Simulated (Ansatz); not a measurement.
NbRu:
Space group P2/m (No. 10); a = 4.5625 Å, b = 3.0341 Å, c = 6.8707 Å, α = 90.00°, β = 102.81°, γ = 90.00°

```
atom  site  symmetry       x       y       z
----  ----  --------  ------  ------  ------
Nb      2m         m  0.3088  0.0000  0.6767
Nb      1a       2/m  0.0000  0.0000  0.0000
Ru      1e       2/m  0.5000  0.5000  0.0000
Ru      2n         m  0.2065  0.5000  0.3479
```

Relaxed at zero pressure with PBEsol in the plane-wave PAW code Ansatz.

**Question.** The volume is lowered by 6 % and shape and atoms relax at that volume. What pressure results, and how do the axes share the change?

**Answer.** 17.8 GPa; a -2.1 %, b -1.9 %, c -2.2 %; the energy rises by 49 meV/atom.

**Question.** Give the new structure.

**Answer.** 
Space group P2/m (No. 10); a = 4.4680 Å, b = 2.9764 Å, c = 6.7205 Å, α = 90.00°, β = 102.72°, γ = 90.00°

```
atom  site  symmetry       x       y       z
----  ----  --------  ------  ------  ------
Nb      2m         m  0.3065  0.0000  0.6775
Nb      1a       2/m  0.0000  0.0000  0.0000
Ru      1e       2/m  0.5000  0.5000  0.0000
Ru      2n         m  0.2068  0.5000  0.3472
```

The phase is kept; no other phase was compared at this pressure.

The start of the workflow was typed in or built on a structure type; neither database checked (COD, Materials Project) lists it. COD files the formula under space group No. 123, 221. Whether it is the stable phase at ambient conditions was not checked. The PBEsol relaxation kept the symmetry of its start; its stability against distortions is not shown here. No spin polarisation was allowed. Axis ratios of metals converge slowly with the k-mesh, so a and c are less sure than the volume.

Potentials: the later of the program's two PAW sets.
